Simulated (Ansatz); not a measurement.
Starting cell, InAs (zinc blende):

```xyz
4
Lattice="0.0000 6.1863 6.1863 3.0932 0.0000 3.0932 3.0932 3.0932 0.0000" Properties=species:S:1:pos:R:3 pbc="T T T"
As     4.6397     4.6397     4.6397
As     4.6397     7.7329     7.7329
In     0.0000     0.0000     0.0000
In     0.0000     3.0932     3.0932
```

In this cell atom 3 (In, nearest neighbour As at 2.679 Å; its periodic images, 4.4 Å or more away, move with it) is moved by u·(1.000, 0.000, 0.000) + v·(0.000, 1.000, 0.000); the rest is frozen.

These are PBE (plane waves to 420 eV, PAW, scalar-relativistic; Ansatz, a quantum-chemistry and plane-wave program) values and carry that method's errors. k mesh 4×8×8 (Γ-centred), Fermi-Dirac smearing 0.05 eV. The energy includes the smearing's −TS. With partly filled bands, energies and forces of such displacements shift with the k mesh and the smearing. At this level the bands of InAs touch or barely overlap; measurements give the solid a gap. InAs was relaxed with its symmetry unable to fall. The last digit holds for this mesh only.

Changes of ΔE (meV/cell) from the point u = 0.000 Å, v = 0.000 Å when one coordinate moves alone (two changes are said to add if the coupling is within 5 % of the smaller one, nearly so within 20 %):

```csv
point,change
"u = 0.000 Å, v = -0.670 Å",1394.4
"u = 0.000 Å, v = -0.335 Å",381.7
"u = -0.670 Å, v = 0.000 Å",1357.8
"u = -0.335 Å, v = 0.000 Å",377.0
"u = 0.335 Å, v = 0.000 Å",381.7
"u = 0.670 Å, v = 0.000 Å",1394.4
"u = 0.000 Å, v = 0.335 Å",377.0
"u = 0.000 Å, v = 0.670 Å",1357.8
```

Problem. What is the change at u = 0.335 Å, v = -0.670 Å, where both move, and how far is it from the sum?

Solution. The sum of the single changes is 381.7 + (1394.4) = 1776.1; the calculation gives 2157.3, so the coupling contributes 381.2 (over 20 % of the smaller single change, not additive).

Problem. What is the change at u = -0.670 Å, v = 0.670 Å, where both move, and how far is it from the sum?

Solution. The sum of the single changes is 1357.8 + (1357.8) = 2715.6; the calculation gives 4416.6, so the coupling contributes 1701.0 (over 20 % of the smaller single change, not additive).

Problem. Do the two effects add at u = 0.335 Å, v = 0.335 Å? Give the computed change.

Solution. The sum of the single changes is 381.7 + (377.0) = 758.7; the calculation gives 781.6, so the coupling contributes 22.9 (under 20 % of the smaller single change, nearly additive).

(For displaced atoms, the force is minus the slope of the energy, and its curvature is a force constant, which sets phonon frequencies.)
